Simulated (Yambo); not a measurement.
Yambo run on NaHF₂ (space group R-3m, No. 166). The wavefunctions are PBEsol (Quantum ESPRESSO, PseudoDojo norm-conserving, 88 Ry, scalar-relativistic) ones on a 4×4×4 mesh (12 occupied bands); a = b = c = 5.0179 Å, α = β = γ = 40.50°.

Yambo input:

```
rim_cut
gw0
dyson
el_el_corr
HF_and_locXC
ppa
em1d
RandQpts= 1000000
RandGvec= 1 Ry
EXXRLvcs= 88 Ry
VXCRLvcs= 352 Ry
Chimod= "HARTREE"
% BndsRnXp
 2 | 87 |
%
NGsBlkXp= 3 Ry
% LongDrXp
 1.0 | 1.0 | 1.0 |
%
PPAPntXp= 27.2114 eV
% GbndRnge
 1 | 87 |
%
GTermKind= "BG"
DysSolver= "n"
ExtendOut
% QPkrange
 1 | 1 | 12 | 13 |
 13 | 13 | 12 | 12 |
%
```

k points by index: 1 = Γ, 13 = Z.

The o-*.qp file then holds:

```
#    K-point    Band    Eo [eV]    E [eV]    E-Eo [eV]    Vxc [eV]    Vnlxc [eV]    Sc|Eo [eV]    Sc|E [eV]    dSc/dw|Eo [eV]    Re(Z)    Im(Z)
#
    1    12    -0.215191    -3.497680    -3.282489    -23.08019    -30.36010    3.471992    3.997416    -4.355547    0.862021    -0.883641E-3
    1    13    6.914766    8.208833    1.294067    -8.281487    -4.387286    -2.483801    -2.600134    -2.446127    0.917521    -0.484201E-3
    13    12    0.000000    -3.712569    -3.712569    -22.44907    -30.58866    3.798866    4.427015    -4.603875    0.855292    -0.958558E-3
```
(The two width columns are left out.) Convergence of these settings isn't established.

Geometry relaxed with PBE+D3(BJ).
